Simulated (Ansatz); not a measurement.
The calculation used DFT PBE, scalar-relativistic, plane waves, PAW (Ansatz). Settings: cutoff 420 eV, Γ-centred meshes spaced at most about 0.3 Å⁻¹, and about 0.25 Å⁻¹ or finer for metals (2π included), Gaussian smearing. Collinear spin in cells that started with moments and kept them past the coarse steps, no spin elsewhere.

All energies are static (0 K, no zero-point motion). All come from trial cells, and lower structures may exist.

Task: Order these relaxed structures of MnInCu by energy, lowest first, with the energy over the lowest of them.
A.

```
CELL_PARAMETERS angstrom
3.75200 0.00000 0.00000
0.00000 3.75200 0.00000
0.00000 0.00000 4.82823
ATOMIC_POSITIONS crystal
Mn 0.00000 0.00000 0.00000
In 0.50000 0.50000 0.00000
Cu 0.00000 0.00000 0.50000
```

B.

```
CELL_PARAMETERS angstrom
3.67254 0.00000 0.00000
0.00000 3.67254 0.00000
0.00000 0.00000 4.91460
ATOMIC_POSITIONS crystal
Mn 0.50000 0.50000 0.50000
In 0.00000 0.00000 0.00000
Cu 0.50000 0.50000 0.00000
```

Result: B (0 meV/atom), A (163 meV/atom). Forms: B P4/mmm, moments up to 4.0 μB; A P4/mmm, moments up to 3.2 μB. Counting all near atoms (those within 1.25 times the shortest distance at each site): B has Mn 2, In 4, Cu 6; A has Mn 6, In 4, Cu 2. Even the lowest lies +0.72 eV/atom against the elements.

Another magnetic order may lie lower. Cells relaxed within their symmetry can be saddle points. Some candidate types were left out of the draw beforehand, so a known form may be missing.
